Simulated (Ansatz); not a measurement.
Computed with Ansatz 0.2.0, DFT PBE, scalar-relativistic, plane waves, PAW. Settings: cutoff 420 eV, Γ-centred meshes spaced at most about 0.3 Å⁻¹, and about 0.25 Å⁻¹ or finer for metals (2π included), Gaussian smearing. No spin polarisation in the final relaxations.

All energies are static (0 K, no zero-point motion).

Compare these two cells of ZrZnN, each relaxed at this level.

A.

```xyz
6
Lattice="3.2540 0.0000 0.0000 0.0000 3.2540 0.0000 0.0000 0.0000 7.5317" Properties=species:S:1:pos:R:3 pbc="T T T"
Zr    0.0000    1.6270    2.6559
Zr    1.6270    0.0000    4.8758
Zn    0.0000    1.6270    7.0035
Zn    1.6270    0.0000    0.5282
N     0.0000    1.6270    4.9094
N     1.6270    0.0000    2.6223
```

B.

```xyz
3
Lattice="3.1616 0.0000 0.0000 0.0000 3.1616 0.0000 0.0000 0.0000 4.3178" Properties=species:S:1:pos:R:3 pbc="T T T"
Zr    1.5808    1.5808    0.0000
Zn    0.0000    0.0000    2.1589
N     1.5808    1.5808    2.1589
```

Question: Which is lower in energy, and by how much?

Answer: A is lower, by 0.68 eV/atom. A has space group P4/nmm (No. 129), 13.3 Å³/atom and no gap on its mesh; B has space group P4/mmm (No. 123), 14.4 Å³/atom and no gap. Counting N atoms around Zn and Zr (those within 1.25 times the shortest such distance or 1.15 times the sum of covalent radii, 1.27 where that leaves under three), A has Zr 5, Zn 1 and B has Zr 2, Zn 4. The denser one is the lower, and pressure would at first widen the difference. In A, around Zr lie 5 N at 2.25–2.30 Å, 5 Zn at 3.13–3.18 Å and 8 Zr at 3.20–3.25 Å; Zn has 1 N at 2.09 Å, 4 Zn at 2.53 Å and 5 Zr at 3.13–3.18 Å; around N lie 1 Zn at 2.09 Å and 5 Zr at 2.25–2.30 Å. In B, Zr is surrounded by 2 N at 2.16 Å, 8 Zn at 3.11 Å and 4 Zr at 3.16 Å; Zn has 4 N at 2.24 Å, 8 Zr at 3.11 Å and 4 Zn at 3.16 Å; N has 2 Zr at 2.16 Å and 4 Zn at 2.24 Å. Both come from invented guesses.

Cells relaxed within their symmetry can be saddle points.
